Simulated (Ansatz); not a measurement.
BeSe:
```cif
data_Be4Se4
_chemical_formula_sum 'Be4 Se4'
_space_group_name_H-M_alt 'P42/mnm'
_space_group_IT_number 136
_space_group_name_Hall '-P 4n 2n'
_cell_length_a 6.22906
_cell_length_b 6.22906
_cell_length_c 3.64518
_cell_angle_alpha 90.000
_cell_angle_beta 90.000
_cell_angle_gamma 90.000
loop_
_atom_site_label
_atom_site_type_symbol
_atom_site_symmetry_multiplicity
_atom_site_Wyckoff_symbol
_atom_site_fract_x
_atom_site_fract_y
_atom_site_fract_z
_atom_site_occupancy
Be1 Be 4 g 0.16907 0.16907 0.50000 1
Se1 Se 4 f 0.30921 0.30921 0.00000 1
```

Relaxed with PBEsol. PBEsol in the plane-wave PAW code Ansatz gives a gap of 2.73 eV.

Task: What gap does HSE06 give on the same cell (Ansatz, PAW)?

Result: 3.68 eV, 0.96 eV more. The hybrid was solved on a coarser mesh and at special points; the gap given is the minimum over both.

```tsv
k	v1 PBEsol	c1 PBEsol	v1 HSE06	c1 HSE06
Γ	-0.03	3.28	-0.02	4.26
Z	-1.97	3.56	(withheld)	(withheld)
M	-1.39	3.94	(withheld)	(withheld)
A	-1.33	3.19	(withheld)	(withheld)
R	-1.21	3.63	(withheld)	(withheld)
X	-0.78	3.91	-0.84	4.94
```

Task: Top valence (v1) and lowest conduction level (c1) in eV from each method's valence maximum (which need not be a listed point): supply the withheld HSE06 values.

Result: 
- Z, v1 HSE06: -2.15
- Z, c1 HSE06: 4.56
- R, v1 HSE06: -1.30
- R, c1 HSE06: 4.62
- A, v1 HSE06: -1.44
- A, c1 HSE06: 4.19
- M, v1 HSE06: -1.50
- M, c1 HSE06: 5.00

Cost on shared cores: the PBEsol run (SCF on a 5×5×8 mesh, then bands and DOS) roughly 3 core-minutes, the HSE06 run (SCF on 3×3×5, then a few points) about 8 core-minutes (a rough figure); the tasks are unlike.

Space group P4_2/mnm. The start of the workflow was typed in or built on a structure type; neither database checked (COD, Materials Project) lists it. COD files the formula under space group No. 216. Its standing as an ambient phase is unchecked. Symmetry was held in the PBEsol relaxation; whether a distortion lowers the energy is not shown. Spin–orbit coupling is left out wherever it is not named.

Potentials: the earlier of the program's two PAW sets. The files were generated under PBE; for other functionals the program regenerates the frozen cores, and for LDA and PBEsol the local potential too.
